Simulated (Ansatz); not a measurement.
Fe:
```yaml
crystal:
  lattice:
    - [-1.39288, 1.39288, 1.39288]
    - [1.39288, -1.39288, 1.39288]
    - [1.39288, 1.39288, -1.39288]
  atoms:
    - { symbol: Fe, position: [0.00000, 0.00000, 0.00000], spin: 2.1 }
```

Relaxed with PBEsol (plane waves, PAW; program Ansatz). Indices refer to the conventional cell of Im-3m, a = 2.786 Å, b = 2.786 Å, c = 2.786 Å, α = 90.00°, β = 90.00°, γ = 90.00°.

Task: Simulate the powder diffraction pattern (Cu Kα, λ = 1.54184 Å; lines above 1 %) up to 2θ = 90°.

Result: Simulated powder pattern, Cu Kα, λ = 1.54184 Å (kinematic, ideal powder, no thermal factors, no anomalous dispersion; the 30 strongest lines at most, above 1 %, up to 2θ = 90°):

```csv
2θ (°),d (Å),I/Imax (%),hkl
46.08,1.970,100,(110)
67.21,1.393,14,(200)
85.35,1.137,28,(211)
```

Symmetry was held in the PBEsol relaxation. Magnetic state: ferromagnetic, chosen from 3 collinear starts compared on coarse meshes (ties went to the first, and starts can fall back to one state), not a proven ground state. Textbook magnetic order: ferromagnetic.

Potentials: the later of the program's two PAW sets.
